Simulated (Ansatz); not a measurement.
YRu$_{2}$Si$_{2}$ (space group I4/mmm)

```xyz
5
Lattice="-2.0827 2.0827 4.7686 2.0827 -2.0827 4.7686 2.0827 2.0827 -4.7686" Properties=species:S:1:pos:R:3 pbc="T T T"
Y      0.0000     0.0000     0.0000
Si     0.0000     0.0000     3.4999
Si     0.0000     0.0000     6.0373
Ru     2.0827     0.0000     2.3843
Ru     0.0000     2.0827     2.3843
```

The slice is a (001) plane (indices of the conventional cell) through the point (0.250, 0.750, 0.500) (fractional), spanned by u = [101] and v = [011] in vectors of this cell: u (4.17 Å) and v (4.17 Å, at 90° to u). It covers one period; positions are fractions (u, v).

Calculation: r2SCAN (plane waves to 500 eV, PAW, scalar-relativistic; Ansatz, a first-principles code). k mesh 16×16×16. Near the nuclei the fields are pseudised (PAW); where an atom keeps semicore shells as valence, they peak there. YRu2Si2 is run without spin polarisation. YRu2Si2 was relaxed with its symmetry unable to fall.

Three fields on this plane, each scaled to ten steps between its own extremes (0 low, 9 high; the total valence density on a logarithmic scale, the potential cut 8 eV below its top; x marks points blanked near nuclei; v = 0 in the bottom row):

Map A
```
|xxxxxxx335899999998533xxxxxx|
|xxxxxxx236899999998632xxxxxx|
|xxxxxxx136899999998631xxxxxx|
|xxxxxx01478888888887410xxxxx|
|xxxxx0035776655566775300xxxx|
|xxxx002565433333334565200xxx|
|3321135553112333211355531123|
|33334565200xxxxxxx0025654333|
|5566775300xxxxxxxxx003577665|
|888887410xxxxxxxxxxx01478888|
|99998631xxxxxxxxxxxxx1368999|
|99998632xxxxxxxxxxxxx2368999|
|99998533xxxxxxxxxxxxx3358999|
|99998533xxxxxxxxxxxxx3358999|
|99998533xxxxxxxxxxxxx3358999|
|99998632xxxxxxxxxxxxx2368999|
|99998631xxxxxxxxxxxxx1368999|
|888887410xxxxxxxxxxx01478888|
|5566775300xxxxxxxxx003577665|
|33334565200xxxxxxx0025654333|
|3321135553112333211355531123|
|xxxx002565433333334565200xxx|
|xxxxx0035776655566775300xxxx|
|xxxxxx01478888888887410xxxxx|
|xxxxxxx136899999998631xxxxxx|
|xxxxxxx236899999998632xxxxxx|
|xxxxxxx335899999998533xxxxxx|
|xxxxxxx335899999998533xxxxxx|
```

Map B
```
|xxxxxxx952100000001259xxxxxx|
|xxxxxxx842100000001248xxxxxx|
|xxxxxxx631100000001136xxxxxx|
|xxxxxx74211111111111247xxxxx|
|xxxxx7421111222221111247xxxx|
|xxxx742111234555432111247xxx|
|9986421112468999864211124689|
|55432111247xxxxxxx7421112345|
|2221111247xxxxxxxxx742111122|
|111111247xxxxxxxxxxx74211111|
|00001136xxxxxxxxxxxxx6311000|
|00001248xxxxxxxxxxxxx8421000|
|00001259xxxxxxxxxxxxx9521000|
|00001259xxxxxxxxxxxxx9521000|
|00001259xxxxxxxxxxxxx9521000|
|00001248xxxxxxxxxxxxx8421000|
|00001136xxxxxxxxxxxxx6311000|
|111111247xxxxxxxxxxx74211111|
|2221111247xxxxxxxxx742111122|
|55432111247xxxxxxx7421112345|
|9986421112468999864211124689|
|xxxx742111234555432111247xxx|
|xxxxx7421111222221111247xxxx|
|xxxxxx74211111111111247xxxxx|
|xxxxxxx631100000001136xxxxxx|
|xxxxxxx842100000001248xxxxxx|
|xxxxxxx952100000001259xxxxxx|
|xxxxxxx952100000001259xxxxxx|
```

Map C
```
|xxxxxxx057876666678750xxxxxx|
|xxxxxxx268887666788862xxxxxx|
|xxxxxxx479988777889974xxxxxx|
|xxxxxx16899988888999861xxxxx|
|xxxxx0589999877789999850xxxx|
|xxxx157999876555678999751xxx|
|0024689998642000246899986420|
|55678999751xxxxxxx1579998765|
|7789999850xxxxxxxxx058999987|
|888999861xxxxxxxxxxx16899988|
|77889974xxxxxxxxxxxxx4799887|
|66788862xxxxxxxxxxxxx2688876|
|66678750xxxxxxxxxxxxx0578766|
|56678750xxxxxxxxxxxxx0577766|
|66678750xxxxxxxxxxxxx0578766|
|66788862xxxxxxxxxxxxx2688876|
|77889974xxxxxxxxxxxxx4799887|
|788999861xxxxxxxxxxx16899988|
|7789999850xxxxxxxxx058999987|
|55678999751xxxxxxx1579998765|
|0024689998642000246899986420|
|xxxx157999876555678999751xxx|
|xxxxx0589999877789999850xxxx|
|xxxxxx16899988788999861xxxxx|
|xxxxxxx479988777889974xxxxxx|
|xxxxxxx268887666788862xxxxxx|
|xxxxxxx057876666678750xxxxxx|
|xxxxxxx057876656677750xxxxxx|
```

Task: Assign the maps to these fields: electron localisation function (ELF); valence electron density; electrostatic potential energy of an electron, from the cell's mean.

Result: A is the electron localisation function (ELF); B is the valence electron density; C is the electrostatic potential energy of an electron, from the cell's mean.
